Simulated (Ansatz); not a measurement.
Data:

TaAl (rock salt, Fm-3m), a = b = c = 5.284 Å, α = β = γ = 90.00°; the cell used has 2 atoms.

This is the PBE-relaxed structure.

Question: All from the program Ansatz at the PBE level (PAW), unless another level is named. Give the density of states at the Fermi level.

Answer: 0.35 states/eV per atom (mean over ±0.08 eV).

Question: Predict the formation energy from the elements (no fitted shifts).

Answer: 0.50 eV/atom.

Question: What about the gap with spin–orbit coupling?

Answer: none (metallic).

The start of the workflow was typed in or built on a structure type; neither database checked (COD, Materials Project) lists it. Its standing as an ambient phase is unchecked. Symmetry was held in the PBE relaxation; whether a distortion lowers the energy is not shown. The run is not spin-polarised. Its formation energy is positive at this level, so the cell may be metastable or incomplete. The references are the lowest solids computed at this level, not always the standard phases. Spin–orbit coupling is left out wherever it is not named.

Potentials: the earlier of the program's two PAW sets.
